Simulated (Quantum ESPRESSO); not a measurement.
# Computed NMR tensors in BaSrYNbO6 (changed cell)

```yaml
crystal:
  lattice:
    - [0.00000, 4.33751, 4.20994]
    - [4.20994, 0.00000, 4.20994]
    - [4.20994, 4.33751, 0.00000]
  atoms:
    - { symbol: Ba, position: [0.25000, 0.25000, 0.25000] }
    - { symbol: Sr, position: [0.75000, 0.75000, 0.75000] }
    - { symbol: Y, position: [0.50000, 0.50000, 0.50000] }
    - { symbol: Nb, position: [0.00000, 0.00000, 0.00000] }
    - { symbol: O, position: [0.76354, 0.23646, 0.23646] }
    - { symbol: O, position: [0.76470, 0.23530, 0.76470] }
    - { symbol: O, position: [0.23646, 0.76354, 0.76354] }
    - { symbol: O, position: [0.23530, 0.76470, 0.23530] }
    - { symbol: O, position: [0.76354, 0.76354, 0.23646] }
    - { symbol: O, position: [0.23646, 0.23646, 0.76354] }
```
The cell was made here from a computed Materials Project entry: strained by +2 % along the cube axis and by -1 % across it, atoms relaxed (PBE without dispersion, pw.x of a modified build of Quantum ESPRESSO, symmetry kept). The parent is BaSrYNbO6 in F-43m; whether this form has been observed was not checked. Stability against distortions was not tested. The run has no spin polarisation.

Shieldings are absolute and leave out the bulk-susceptibility term; a larger σ means a smaller chemical shift. By our sweeps, such settings leave a few ppm in absolute σ on light atoms and up to some 20 ppm from Zn on. Spin–orbit coupling is left out; its weight grows with the heaviest atom, Ba here.

Question: What do the calculations give at each independent site (shieldings by PBE GIPAW (Quantum ESPRESSO, JTH PAW datasets), 22.5 Ha, k-mesh 4×4×4 shifted, f-sum rule met within 0.002 %)?

Answer: 
```
site                    site symmetry  σ_iso (ppm)
----------------------  -------------  -----------
Ba (atom 1)                      -4m2         5035
Sr (atom 2)                      -4m2         3072
Y (atom 3)                       -4m2         2285
Nb (atom 4)                      -4m2          273
O1 (atoms 5, 7, 9, 10)              2         -188
O2 (atoms 6, 8)                   2mm         -172
```
